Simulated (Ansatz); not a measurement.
All-electron card of P

```
CELL_PARAMETERS angstrom
4.27290 0.00000 0.00000
0.00000 4.27290 0.00000
0.00000 0.00000 4.37800
ATOMIC_POSITIONS crystal
P 0.00000 0.00000 0.00000
```

The cell comes from COD entry 1534547, which wasn't checked; take it as a given geometry.

Level of theory: DFT, PBEsol, all-electron LAPW, scalar-relativistic (Ansatz 0.2.0).

Settings: a Γ-centred 10×10×9 k mesh, Fermi–Dirac smearing of 0.08 eV, basis error target 0.25 meV/atom, no spin polarisation.

| Property | Result |
| --- | --- |
| Pressure at this cell | -3.78 GPa |
| Band gap | none: with an odd electron count and no spin polarisation the bands can't all be full, a metal in this set-up (spin order or a larger cell could open a gap) |
| Stress xx, yy, zz (compression positive) | -3.94, -3.94, -3.47 GPa |
| Density of states at the Fermi level (0.2 eV bin) | 3.26 states/eV per cell |
| Volume per atom | 79.93 Å³ |
